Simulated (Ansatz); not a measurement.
This run works on a generated trial structure, not on a known crystal.

Input and command of a plane-wave DFT calculation in Ansatz:

```yaml
crystal:
  lattice:
    - [5.43483468, 0.0, 0.0]
    - [0.0, 5.43483468, 0.0]
    - [0.0, 0.0, 4.8425225]
  atoms:
    - { symbol: V, position: [0.0, 0.0, 0.5], spin: 2.0 }
    - { symbol: Pb, position: [0.0, 0.0, 0.0] }
    - { symbol: S, position: [0.0, 0.5, 0.0] }
    - { symbol: S, position: [0.5, 0.0, 0.0] }
    - { symbol: S, position: [0.5, 0.5, 0.5] }
basis:
  ecutwfc: 420
kpoints:
  mp_grid: { grid: [4, 4, 4] }
hamiltonian:
  xc: pbe
scf:
  occupations: { method: gaussian, width: 0.1 }
  lower_state_search: "off"
output:
  forces: true
  stress: true
  eigenvalues: true
  populations: true
magnetization:
  spin_polarized: true
relax:
  adjacent_minimum: "off"
  f_tol: 0.04
  max_steps: 70
  cell: { stress_tol: 0.4 }
```

```bash
ansatz run input.yaml --threads 1 --pin off --max-ram 2560MiB --backend cpu --events-out ev --progress --plain --runs-dir out
```

Processor: Intel(R) Xeon(R) 6975P-C (Granite Rapids), 1 thread, on a host shared with other jobs.

Q: How long does it run, and how much memory does it take?

A: About 2.6 min, peak memory 0.7 GiB. It solves 29 bands at 18 k points (after reduction by symmetry) with about 2911 plane waves (on the last cell), in 161 SCF iterations over 9 ionic steps.
